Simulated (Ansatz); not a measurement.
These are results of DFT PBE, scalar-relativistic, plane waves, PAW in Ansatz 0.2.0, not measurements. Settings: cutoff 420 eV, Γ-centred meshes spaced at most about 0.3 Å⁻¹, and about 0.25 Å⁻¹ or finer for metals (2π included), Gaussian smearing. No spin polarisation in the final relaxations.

These are static total energies at zero pressure.

Two forms of Zr₂TeSe were relaxed alike.

A.

```cif
data_structure
_symmetry_space_group_name_H-M 'P-6m2'
_symmetry_Int_Tables_number 187
_cell_length_a 3.6305
_cell_length_b 3.6305
_cell_length_c 7.7124
_cell_angle_alpha 90.000
_cell_angle_beta 90.000
_cell_angle_gamma 120.000
_cell_volume 88.03
loop_
_atom_site_label
_atom_site_type_symbol
_atom_site_symmetry_multiplicity
_atom_site_Wyckoff_symbol
_atom_site_fract_x
_atom_site_fract_y
_atom_site_fract_z
_atom_site_occupancy
Zr1 Zr 2 i 0.66667 0.33333 0.23433 1
Te1 Te 1 b 0.00000 0.00000 0.50000 1
Se1 Se 1 c 0.33333 0.66667 0.00000 1
```

B.

```cif
data_structure
_symmetry_space_group_name_H-M 'P-3m1'
_symmetry_Int_Tables_number 164
_cell_length_a 3.6633
_cell_length_b 3.6633
_cell_length_c 7.7145
_cell_angle_alpha 90.000
_cell_angle_beta 90.000
_cell_angle_gamma 120.000
_cell_volume 89.66
loop_
_atom_site_label
_atom_site_type_symbol
_atom_site_symmetry_multiplicity
_atom_site_Wyckoff_symbol
_atom_site_fract_x
_atom_site_fract_y
_atom_site_fract_z
_atom_site_occupancy
Zr1 Zr 2 d 0.33333 0.66667 0.77025 1
Te1 Te 1 b 0.00000 0.00000 0.50000 1
Se1 Se 1 a 0.00000 0.00000 0.00000 1
```

Question: Which placement of the atoms is lower in energy, and by how much?

Answer: A is lower, by 191 meV/atom. The two share one framework of sites and differ in which element sits where. A has space group P-6m2 (No. 187), 22.0 Å³/atom and no gap on its mesh; B has space group P-3m1 (No. 164), 22.4 Å³/atom and no gap. Counting Se or Te atoms around Zr (for each partner element, those within 1.25 times its shortest distance or 1.15 times the sum of covalent radii, where it is the nearest in units of that sum or under 1.3), A and B both have Zr 6. Both come from invented guesses.

Spin–orbit coupling, which can matter for Te, is left out. Cells relaxed within their symmetry can be saddle points.
